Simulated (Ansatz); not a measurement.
**TiPd (P4/mmm), clamped-ion strain scan**

Theory: DFT LDA, scalar-relativistic, plane waves, PAW in Ansatz 0.2.0. Cutoff 420 eV, Γ-centred 16×16×12 k-points, Gaussian smearing of 0.15 eV. No spin polarisation. Energies are free energies at this smearing, counted from the undisturbed cell; pressure is positive in compression.

Reference structure (as given, not relaxed at this level; it stands at -9.1 GPa, and it needn't be the usual structure):

```yaml
crystal:
  lattice:
    - [2.81471, 0.00000, 0.00000]
    - [0.00000, 2.81471, 0.00000]
    - [0.00000, 0.00000, 3.86576]
  atoms:
    - { symbol: Ti, position: [0.00000, 0.00000, 0.00000] }
    - { symbol: Pd, position: [0.50000, 0.50000, 0.50000] }
```

The cell is strained by ε times the Voigt pattern (1, 1, 0, 0, 0, 0) (xx, yy, zz, yz, xz, xy; engineering shear) with fractional coordinates fixed. The cell is metallic on the mesh throughout. At -9 GPa the given cell is far from its own equilibrium, so these figures belong to a strongly strained crystal.

Question: Over the sampled range (-0.0600 to 0.0450), is the undisturbed cell the lowest point?

Answer: No: the energy is lower at ε = -0.0300, -20.8 in ΔE (meV/atom).

The scan:

```csv
ε,ΔE (meV/atom)
-0.0600,32.4
-0.0300,-20.8
0.0000,0.0
0.0450,130.1
```